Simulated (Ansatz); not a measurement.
# Does relaxation matter for the field gradients of K₂PtC₆N₆?

Start: a structure deposited in the COD.

Space group P-31m (No. 162); a = 7.3928, c = 6.6613 Å, γ = 120.00°.

| site | Wyckoff | site symmetry | x | y | z |
| --- | --- | --- | --- | --- | --- |
| K | 2d | 3.2 | 0.3333 | 0.6667 | 0.5000 |
| Pt | 1a | -3.m | 0.0000 | 0.0000 | 0.0000 |
| C | 6k | ..m | 0.2222 | 0.2222 | 0.1748 |
| N | 6k | ..m | 0.3460 | 0.3460 | 0.2753 |

One atom of each set is listed.

Level of theory: DFT, PBE, plane waves and PAW, scalar-relativistic, 420 eV cutoff, Γ-centred 5×5×5 k-points, Fermi–Dirac smearing 0.05 eV (Ansatz 0.2.0).

The largest force at the start is 3.6 eV/Å. Relaxing the ions at fixed cell moves them by 0.039 Å at most (atom 11, N) and 0.025 Å rms. End positions:

K (0.3333, 0.6667, 0.5000)
Pt (0.0000, 0.0000, 0.0000)
C (0.2230, 0.2230, 0.1740)
N (0.3513, 0.3513, 0.2751)

| site | moved (Å) | first shell before | first shell after | V_zz before (10²¹ V/m²) | η before |
| --- | --- | --- | --- | --- | --- |
| K | 0.000 | 6 N at 2.84 Å | 6 N at 2.83 Å | 0.83 | 0.00 |
| Pt | 0.000 | 6 C at 2.01 Å | 6 C at 2.02 Å | -0.64 | 0.00 |
| C | 0.008 | 1 N at 1.13 Å, 1 Pt at 2.01 Å, angle 179° | 1 N at 1.16 Å, 1 Pt at 2.02 Å, angle 180° | -4.09 | 0.08 |
| N | 0.039 | 1 C at 1.13 Å | 1 C at 1.16 Å | -7.87 | 0.00 |

Problem. How do the gradients change?

Solution. 

```csv
site,V_zz after,η after,change of V_zz
K,0.75,0.00,-0.08
Pt,-0.48,0.00,+0.16
C,-3.97,0.08,+0.12
N,-7.23,0.00,+0.64
```

The largest change of V_zz is on N, from -7.87 to -7.23. In per cent, |V_zz| changes by -10 on K, -25 on Pt, -3 on C, -8 on N (all sites that start above 0.5). Forces this large mark an entry whose positions are poorly determined or wrongly transcribed.

Spin–orbit coupling is left out, which shifts gradients on Pt by a few per cent, and by more where contributions nearly cancel. The database entry as given showed forces above 3 eV/Å or a pressure above 30 GPa, though relaxing it moves no atom far.
